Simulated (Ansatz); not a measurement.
A distorted cell of FeCo (CsCl type):

```xyz
2
Lattice="2.7830 0.0000 0.0000 0.0000 2.7830 0.0000 0.0000 0.0000 2.8943" Properties=species:S:1:pos:R:3 pbc="T T T"
Fe     0.0000     0.0000     0.0000
Co     1.3915     1.3915     1.4471
```

The numbers are results of PBE (plane waves to 420 eV, PAW, scalar-relativistic; Ansatz, a program for electronic structure), not measurements. k mesh 16×16×16 (Γ-centred), Fermi-Dirac smearing 0.05 eV. The energy includes the smearing's −TS. Stress and pressure are positive under compression. With partly filled bands, the response to shear is sensitive to the k mesh, so small differences along c/a are uncertain. FeCo was relaxed with its symmetry unable to fall. Relaxed FeCo ends ferromagnetic. The magnetic order is the one the run started from; other orders were not tried.

Q: What is the stress tensor (GPa)?

A: 
```
    7.0      0.0      0.0
    0.0      7.0      0.0
    0.0      0.0      2.8
```
The pressure, a third of the trace, is 5.6 GPa.

Q: It is the relaxed cell deformed to V/V₀ = 0.973, (c/a)/(c/a)₀ = 1.040, c along z, fractional positions held. What is its energy relative to the relaxed cell?

A: 9 meV/atom.

(Under strain, the slope of the energy per volume gives the stress and its curvature an elastic modulus.)
